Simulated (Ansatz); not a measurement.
Phonons of a relaxed structure of ZnS by density-functional perturbation theory (low response-accuracy setting, no LO–TO term) at Γ and zone-boundary points with q components 0 or ½ of the primitive reciprocal vectors. The numbers are results of PBE (plane waves to 420 eV, PAW, scalar-relativistic; Ansatz, a first-principles code), not measurements. Γ-centred k-mesh 8×8×8, Fermi–Dirac smearing 0.05 eV.

```xyz
2
Lattice="0.0000 2.7216 2.7216 2.7216 0.0000 2.7216 2.7216 2.7216 0.0000" Properties=species:S:1:pos:R:3 pbc="T T T"
S      4.0824     4.0824     4.0824
Zn     0.0000     0.0000     0.0000
```

Space group F-43m (No. 216), zinc blende type.

```json
[
 {"q": "Γ", "wavenumbers (cm⁻¹; i marks imaginary)": "0 (×3), 260 (×3)"},
 {"q": "L (½, 0, 0)", "wavenumbers (cm⁻¹; i marks imaginary)": "71 (×2), 189, 274 (×2), 320"},
 {"q": "X (½, ½, 0)", "wavenumbers (cm⁻¹; i marks imaginary)": "90 (×2), 204, 294 (×2), 309"}
]
```

**Question.** What do these wavenumbers say about the structure?

**Answer.** No instability shows at these points (nothing beyond 15i cm⁻¹, the threshold used here). Other wavevectors were not sampled, so this does not prove stability.

No spin polarisation in the result.
